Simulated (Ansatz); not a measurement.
Computed with DFT PBE, scalar-relativistic, plane waves, PAW in Ansatz. Settings: cutoff 420 eV, Γ-centred meshes spaced at most about 0.3 Å⁻¹, and about 0.25 Å⁻¹ or finer for metals (2π included), Gaussian smearing. No spin polarisation in the final relaxations.

These are static total energies at zero pressure. All come from trial cells, and lower structures may exist.

Question: Which of these relaxed structures of ScGaN is the lowest in energy?
A. Space group P-6m2 (No. 187), hexagonal, a = 3.533 Å, c = 4.932 Å. Sc is surrounded by 3 N at 2.04 Å, 6 Ga at 3.20 Å and 6 Sc at 3.53 Å; Ga has 6 N at 3.20 Å, 6 Sc at 3.20 Å and 6 Ga at 3.53 Å; N is surrounded by 3 Sc at 2.04 Å and 6 Ga at 3.20 Å.
B. Space group P-6m2 (No. 187), hexagonal, a = 3.469 Å, c = 6.568 Å. Sc has 3 N at 2.00 Å, 2 Ga at 3.28 Å and 6 Sc at 3.47 Å; Ga has 2 Sc at 3.28 Å, 6 Ga at 3.47 Å and 6 N at 3.85 Å; N has 3 Sc at 2.00 Å, 6 N at 3.47 Å and 6 Ga at 3.85 Å.
C. Space group P4/mmm (No. 123), tetragonal, a = 3.178 Å, c = 4.280 Å. Around Sc lie 2 N at 2.14 Å, 8 Ga at 3.10 Å and 4 Sc at 3.18 Å; Ga has 4 N at 2.25 Å and 8 Sc at 3.10 Å; N has 2 Sc at 2.14 Å and 4 Ga at 2.25 Å.
D. Space group P4/mmm (No. 123), tetragonal, a = 3.105 Å, c = 4.472 Å. Sc is surrounded by 4 N at 2.20 Å, 4 Sc at 3.11 Å and 8 Ga at 3.13 Å; around Ga lie 2 N at 2.24 Å, 4 Ga at 3.11 Å and 8 Sc at 3.13 Å; N has 4 Sc at 2.20 Å and 2 Ga at 2.24 Å.

Answer: D. It has space group P4/mmm (No. 123); the next, A, with space group P-6m2 (No. 187), lies 0.32 eV/atom higher. Counting N atoms around Ga and Sc (those within 1.25 times the shortest such distance or 1.15 times the sum of covalent radii; the shortest distance is added where it is long for a bond), the lowest has Sc 4, Ga 2 and the next has Sc 3, Ga 6 from 3.2 Å.

Cells relaxed within their symmetry can be saddle points. Some structure types and database cells were kept out of the candidates from the start, so a known form may be missing.
